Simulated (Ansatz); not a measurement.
SiMo2C:
Space group P6₃/mmc (No. 194); a = b = 3.103 Å, c = 12.394 Å, α = β = 90.00°, γ = 120.00°

```json
[
 {"atom": "Si", "site": "2d", "symmetry": "-6m2", "x": "0.6667", "y": "0.3333", "z": "0.2500"},
 {"atom": "Mo", "site": "4f", "symmetry": "3m.", "x": "0.3333", "y": "0.6667", "z": "0.0930"},
 {"atom": "C", "site": "2a", "symmetry": "-3m.", "x": "0.0000", "y": "0.0000", "z": "0.0000"}
]
```

Relaxed at zero pressure with DFT-PBE in the program Ansatz with PAW potentials.

Problem. The volume is raised by 3 % and shape and atoms relax at that volume. What pressure results, and how do the axes share the change?

Solution. -6.2 GPa; a 1.2 %, b 1.2 %, c 0.6 %; the energy rises by 8 meV/atom.

Problem. Give the new structure.

Solution. 
Space group P6₃/mmc (No. 194); a = b = 3.140 Å, c = 12.468 Å, α = β = 90.00°, γ = 120.00°

| atom | site | symmetry | x | y | z |
|---|---|---|---|---|---|
| Si | 2d | -6m2 | 0.6667 | 0.3333 | 0.2500 |
| Mo | 4f | 3m. | 0.3333 | 0.6667 | 0.0920 |
| C | 2a | -3m. | 0.0000 | 0.0000 | 0.0000 |

The phase is kept; no other phase was compared at this pressure.

Space group P6_3/mmc. The start of the workflow was typed in or built on a structure type; neither database checked (COD, Materials Project) lists it. Whether it is the stable phase at ambient conditions was not checked. The PBE relaxation kept the symmetry of its start; its stability against distortions is not shown here. The run is not spin-polarised.

Potentials: the earlier of the program's two PAW sets.
